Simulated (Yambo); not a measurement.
Yambo run on KScMo₂O₈ (space group P-3m1, No. 164). The wavefunctions are LDA (pw.x of Quantum ESPRESSO, ONCV potentials, without SOC) ones on a 3×3×2 mesh (48 occupied bands); a = 5.8850 Å, b = 5.8850 Å, c = 7.4049 Å, α = 90.00°, β = 90.00°, γ = 120.00°.

Yambo input:

```
rim_cut
gw0
dyson
el_el_corr
HF_and_locXC
ppa
em1d
RandQpts= 1000000
RandGvec= 1 Ry
EXXRLvcs= 84 Ry
VXCRLvcs= 336 Ry
Chimod= "HARTREE"
% BndsRnXp
 4 | 168 |
%
NGsBlkXp= 6 Ry
% LongDrXp
 1.0 | 1.0 | 1.0 |
%
PPAPntXp= 27.2114 eV
% GbndRnge
 1 | 168 |
%
GTermKind= "BG"
DysSolver= "n"
ExtendOut
% QPkrange
 1 | 1 | 48 | 49 |
%
```

k points by index: 1 = Γ.

Resulting energies as the program prints them:

```
#    K-point    Band    Eo [eV]    E [eV]    E-Eo [eV]    Vxc [eV]    Vnlxc [eV]    Sc|Eo [eV]    Sc|E [eV]    dSc/dw|Eo [eV]    Re(Z)    Im(Z)
#
    1    48    0.000000    -0.649755    -0.649755    -19.41879    -24.45355    4.188129    4.384998    -8.242799    0.767505    -0.001593
    1    49    3.396978    5.327925    1.930947    -17.87894    -12.04570    -3.447477    -3.902295    -6.408966    0.809370    -0.001404
```
(The two width columns are left out.) Convergence of these settings isn't established.

Geometry of the Materials Project entry, not relaxed at this level.

The structure is a Materials Project entry; no match was found in the copy of COD used, and its stability was not checked.
